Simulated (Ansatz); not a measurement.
Hf$_{3}$Rh$_{5}$:
```
Hf3Rh5
1.0
    5.54411     0.00000     0.00000
    0.00000    10.80387     0.00000
    0.00000     0.00000     4.23139
Rh Hf
10 6
Direct
  0.31508   0.39224   0.50000
  0.68492   0.60776   0.50000
  0.81508   0.10776   0.50000
  0.18492   0.89224   0.50000
  0.00000   0.50000   0.00000
  0.50000   0.00000   0.00000
  0.09546   0.24379   0.00000
  0.90454   0.75621   0.00000
  0.59546   0.25621   0.00000
  0.40454   0.74379   0.00000
  0.00000   0.00000   0.00000
  0.50000   0.50000   0.00000
  0.34001   0.14534   0.50000
  0.65999   0.85466   0.50000
  0.84001   0.35466   0.50000
  0.15999   0.64534   0.50000
```

Relaxed with PBEsol.

Q: Which orbitals make up the states near the Fermi level in plane-wave PAW PBEsol (Ansatz code)?

A: Within 0.5 eV of the Fermi level: Rh 4d 60 %, Hf 5d 23 %, Rh 5s 7 %. Projections are on Löwdin-orthogonalised atomic valence shells; empty p or d shells of many metals are not among them.

Q: Tabulate the density of states.

A: States/eV per cell of 16 atoms, in 0.25 eV bins, energy from the Fermi level.

| E (eV) | total | Rh 4d | Hf 5d | Rh 5s |
|---|---|---|---|---|
| -7.85 | 0.01 | 0.00 | 0.00 | 0.01 |
| -7.60 | 0.39 | 0.00 | 0.00 | 0.20 |
| -7.35 | 0.66 | 0.00 | 0.00 | 0.34 |
| -7.10 | 0.89 | 0.01 | 0.01 | 0.45 |
| -6.85 | 1.11 | 0.01 | 0.01 | 0.55 |
| -6.60 | 1.33 | 0.03 | 0.03 | 0.65 |
| -6.35 | 1.68 | 0.05 | 0.05 | 0.80 |
| -6.10 | 1.83 | 0.09 | 0.08 | 0.83 |
| -5.85 | 2.32 | 0.18 | 0.14 | 1.00 |
| -5.60 | 2.85 | 0.35 | 0.23 | 1.12 |
| -5.35 | 5.05 | 1.39 | 0.66 | 1.40 |
| -5.10 | 13.53 | 6.58 | 2.78 | 1.84 |
| -4.85 | 16.87 | 9.31 | 3.71 | 1.91 |
| -4.60 | 23.13 | 14.27 | 5.06 | 2.09 |
| -4.35 | 24.29 | 16.16 | 4.99 | 1.79 |
| -4.10 | 25.35 | 18.59 | 4.52 | 1.21 |
| -3.85 | 20.96 | 15.71 | 3.81 | 0.75 |
| -3.60 | 22.54 | 17.70 | 3.75 | 0.47 |
| -3.35 | 21.06 | 17.01 | 3.01 | 0.43 |
| -3.10 | 25.31 | 20.33 | 3.71 | 0.49 |
| -2.85 | 28.48 | 23.17 | 3.93 | 0.62 |
| -2.60 | 26.43 | 21.17 | 3.58 | 0.82 |
| -2.35 | 28.59 | 23.27 | 3.48 | 0.91 |
| -2.10 | 27.65 | 22.24 | 3.50 | 0.99 |
| -1.85 | 27.20 | 22.04 | 3.27 | 0.92 |
| -1.60 | 24.09 | 19.92 | 2.63 | 0.69 |
| -1.35 | 18.88 | 15.18 | 2.29 | 0.57 |
| -1.10 | 18.32 | 14.37 | 2.22 | 0.69 |
| -0.85 | 14.42 | 10.68 | 2.14 | 0.57 |
| -0.60 | 12.65 | 8.97 | 2.02 | 0.64 |
| -0.35 | 11.06 | 7.86 | 1.78 | 0.55 |
| -0.10 | 7.75 | 4.85 | 1.68 | 0.48 |
| 0.15 | 5.02 | 2.26 | 1.54 | 0.52 |
| 0.40 | 4.05 | 1.66 | 1.48 | 0.40 |
| 0.65 | 8.91 | 3.90 | 3.45 | 0.68 |
| 0.90 | 9.57 | 3.85 | 3.81 | 0.87 |
| 1.15 | 11.43 | 4.67 | 5.02 | 0.86 |
| 1.40 | 12.74 | 4.37 | 6.80 | 0.63 |
| 1.65 | 16.36 | 5.25 | 8.91 | 1.10 |
| 1.90 | 16.97 | 5.11 | 9.40 | 1.30 |
| 2.15 | 12.10 | 3.26 | 7.45 | 0.47 |
| 2.40 | 15.15 | 3.55 | 9.93 | 0.50 |
| 2.65 | 15.15 | 3.53 | 9.95 | 0.58 |
| 2.90 | 13.05 | 3.08 | 8.33 | 0.73 |
| 3.15 | 8.49 | 1.54 | 5.86 | 0.41 |
| 3.40 | 7.75 | 1.28 | 5.50 | 0.32 |
| 3.65 | 7.93 | 1.31 | 5.69 | 0.29 |
| 3.90 | 9.39 | 1.54 | 6.79 | 0.30 |
| 4.15 | 12.54 | 2.06 | 9.25 | 0.31 |
| 4.40 | 12.40 | 2.01 | 9.03 | 0.39 |
| 4.65 | 14.15 | 2.33 | 10.00 | 0.59 |

Space group Pbam. The workflow started from an entry of the Crystallography Open Database (COD). Its standing as an ambient phase is unchecked. The PBEsol relaxation kept the symmetry of its start; whether a distortion lowers the energy is not shown. The run is not spin-polarised. Scalar-relativistic: spin–orbit coupling is off unless named, which matters more the heavier the elements.

Potentials: the later of the program's two PAW sets.
